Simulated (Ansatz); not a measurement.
Put Rb2As in I4/mmm (No. 139): Rb on 4e; As on 2a. Recipe of this trial structure of Rb2As: sheets of the CeSi2 type stacked in turn (elements of the layers in order: Rb2As (CeSi2 type), Rb2As (CeSi2 type)). A sheet's type names the database crystal that the layer was cut from.

These are results of Ansatz, DFT PBE+D3(BJ), scalar-relativistic, plane waves, PAW, not measurements. Cutoff 420 eV, Γ-centred mesh, Gaussian smearing, no spin polarisation.

Formation energies are uncorrected and refer to the elements' standard structures at the same level.

Question: Predict the relaxed structure.

Answer:

Space group I4/mmm (No. 139). a = 4.437 Å, b = 4.437 Å, c = 11.175 Å, α = 90.00°, β = 90.00°, γ = 90.00°
```csv
atom,site,symmetry,x,y,z
Rb,4e,4mm,0.0000,0.0000,0.3475
As,2a,4/mmm,0.0000,0.0000,0.0000
```

It has the MoSi2 (C11b) type. Rb has 1 Rb at 3.41 Å, 4 As at 3.57 Å, 4 Rb at 3.82 Å, 1 As at 3.88 Å and 4 Rb at 4.44 Å; As has 8 Rb at 3.57 Å, 2 Rb at 3.88 Å and 4 As at 4.44 Å. Another local minimum with the same sites may exist.

Question: And its energy and gap?

Answer: The formation energy is −0.14 eV/atom and the gap on the 14×14×14 mesh of the 3-atom cell is 0 eV (a metal). Whether it is stable depends on the other phases of the system, which aren't compared here.

The last run used Gaussian smearing of 0.10 eV. An odd number of electrons in the primitive cell allows no gap without spin; a larger cell or a magnetic state could open one. The cell is a metal run without spin; a magnetic state may lie lower. Symmetry constrained the relaxation, so the result can be a saddle point.
